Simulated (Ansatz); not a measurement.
Ca:
```
CELL_PARAMETERS angstrom
      0.00000     2.78328     2.78328
      2.78328     0.00000     2.78328
      2.78328     2.78328     0.00000
ATOMIC_POSITIONS crystal
  Ca 0.00000 0.00000 0.00000
```

Relaxed with r²SCAN.

Problem. List the phonon frequencies at the special points (DFPT on a 4×4×4 q-mesh, Fourier-interpolated; plane-wave PAW r²SCAN (Ansatz code)).

Solution. In cm⁻¹.

```json
[
 {"q": "Γ", "frequencies": "0 0 0"},
 {"q": "X", "frequencies": "131 131 169"},
 {"q": "U", "frequencies": "115 137 160"},
 {"q": "K", "frequencies": "115 137 160"},
 {"q": "L", "frequencies": "76 76 159"},
 {"q": "W", "frequencies": "110 152 152"}
]
```

Space group Fm-3m (fcc (Cu type)). The r²SCAN relaxation kept the symmetry of its start; phonons on a q-mesh show no instability. As this level gives no gap, phonon frequencies hold no LO–TO term and depend on the k-mesh and smearing (Fermi–Dirac, 0.1 eV here).

Potentials: the later of the program's two PAW sets.
